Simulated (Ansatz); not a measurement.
TaGeO3:
```cif
data_GeO3Ta
_chemical_formula_sum 'Ta1 Ge1 O3'
_space_group_name_H-M_alt 'P4mm'
_space_group_IT_number 99
_space_group_name_Hall 'P 4 -2'
_cell_length_a 4.05767
_cell_length_b 4.05767
_cell_length_c 3.93443
_cell_angle_alpha 90.000
_cell_angle_beta 90.000
_cell_angle_gamma 90.000
loop_
_atom_site_label
_atom_site_type_symbol
_atom_site_symmetry_multiplicity
_atom_site_Wyckoff_symbol
_atom_site_fract_x
_atom_site_fract_y
_atom_site_fract_z
_atom_site_occupancy
Ta1 Ta 1 b 0.50000 0.50000 0.51803 1
Ge1 Ge 1 a 0.00000 0.00000 0.19835 1
O1 O 2 c 0.00000 0.50000 0.48331 1
O2 O 1 b 0.50000 0.50000 0.00719 1
```

Relaxed with PBEsol.

Task: Which orbitals make up the states near the Fermi level in plane-wave PAW PBEsol (Ansatz code)?

Result: Within 0.5 eV of the Fermi level: Ta 5d 54 %, Ge 4p 31 %, O 2p 10 %. Projections are on Löwdin-orthogonalised atomic valence shells; empty p or d shells of many metals are not among them.

Task: Tabulate the density of states.

Result: States/eV per cell of 5 atoms, in 0.25 eV bins, energy from the Fermi level.

| E (eV) | total | O 2p | Ta 5d | Ge 4p |
|---|---|---|---|---|
| -7.85 | 2.93 | 1.97 | 0.57 | 0.25 |
| -7.60 | 4.05 | 2.77 | 0.67 | 0.42 |
| -7.35 | 4.75 | 3.35 | 0.55 | 0.57 |
| -7.10 | 2.47 | 1.77 | 0.34 | 0.19 |
| -6.85 | 2.53 | 1.86 | 0.35 | 0.16 |
| -6.60 | 2.58 | 1.97 | 0.34 | 0.11 |
| -6.35 | 3.05 | 2.39 | 0.38 | 0.11 |
| -6.10 | 2.87 | 2.33 | 0.31 | 0.09 |
| -5.85 | 3.56 | 2.94 | 0.30 | 0.14 |
| -5.60 | 3.31 | 2.72 | 0.24 | 0.14 |
| -5.35 | 3.27 | 2.60 | 0.19 | 0.16 |
| -5.10 | 3.93 | 3.25 | 0.23 | 0.17 |
| -4.85 | 4.02 | 3.23 | 0.25 | 0.17 |
| -4.60 | 5.00 | 4.43 | 0.18 | 0.12 |
| -4.35 | 3.85 | 3.17 | 0.12 | 0.14 |
| -4.10 | 3.44 | 2.60 | 0.10 | 0.16 |
| -3.85 | 3.96 | 3.08 | 0.08 | 0.14 |
| -3.60 | 1.58 | 1.22 | 0.02 | 0.06 |
| -3.35 | 0.18 | 0.12 | 0.00 | 0.01 |
| -3.10 | 0.00 | 0.00 | 0.00 | 0.00 |
| -2.85 | 0.00 | 0.00 | 0.00 | 0.00 |
| -2.60 | 0.00 | 0.00 | 0.00 | 0.00 |
| -2.35 | 0.00 | 0.00 | 0.00 | 0.00 |
| -2.10 | 0.00 | 0.00 | 0.00 | 0.00 |
| -1.85 | 0.00 | 0.00 | 0.00 | 0.00 |
| -1.60 | 0.00 | 0.00 | 0.00 | 0.00 |
| -1.35 | 0.00 | 0.00 | 0.00 | 0.00 |
| -1.10 | 0.07 | 0.00 | 0.02 | 0.04 |
| -0.85 | 0.44 | 0.02 | 0.26 | 0.14 |
| -0.60 | 0.66 | 0.04 | 0.37 | 0.22 |
| -0.35 | 1.25 | 0.09 | 0.79 | 0.32 |
| -0.10 | 1.69 | 0.15 | 1.00 | 0.45 |
| 0.15 | 2.09 | 0.22 | 1.10 | 0.66 |
| 0.40 | 2.37 | 0.30 | 1.10 | 0.83 |
| 0.65 | 3.02 | 0.44 | 1.18 | 1.20 |
| 0.90 | 2.99 | 0.47 | 1.27 | 1.07 |
| 1.15 | 3.19 | 0.54 | 1.50 | 0.99 |
| 1.40 | 3.16 | 0.53 | 1.39 | 1.06 |
| 1.65 | 4.20 | 0.82 | 1.62 | 1.54 |
| 1.90 | 3.61 | 0.73 | 1.18 | 1.51 |
| 2.15 | 3.82 | 0.71 | 1.05 | 1.85 |
| 2.40 | 3.73 | 0.79 | 0.99 | 1.76 |
| 2.65 | 4.44 | 0.95 | 1.12 | 2.17 |
| 2.90 | 3.76 | 0.85 | 1.12 | 1.62 |
| 3.15 | 2.65 | 0.69 | 0.99 | 0.83 |
| 3.40 | 0.83 | 0.27 | 0.38 | 0.13 |
| 3.65 | 0.26 | 0.02 | 0.17 | 0.01 |
| 3.90 | 0.41 | 0.02 | 0.29 | 0.01 |
| 4.15 | 0.80 | 0.05 | 0.55 | 0.02 |
| 4.40 | 1.31 | 0.10 | 0.86 | 0.04 |
| 4.65 | 0.89 | 0.08 | 0.58 | 0.02 |

The start of the workflow was typed in or built on a structure type; neither database checked (COD, Materials Project) lists it. Its standing as an ambient phase is unchecked. The cell was relaxed with PBEsol under the symmetry of its start. At this level the phase is dynamically unstable (imaginary phonons). The run is not spin-polarised. With an odd number of electrons in the cell and no spin polarisation, the count alone makes it a metal. Spin–orbit coupling is left out wherever it is not named.

Potentials: the later of the program's two PAW sets.
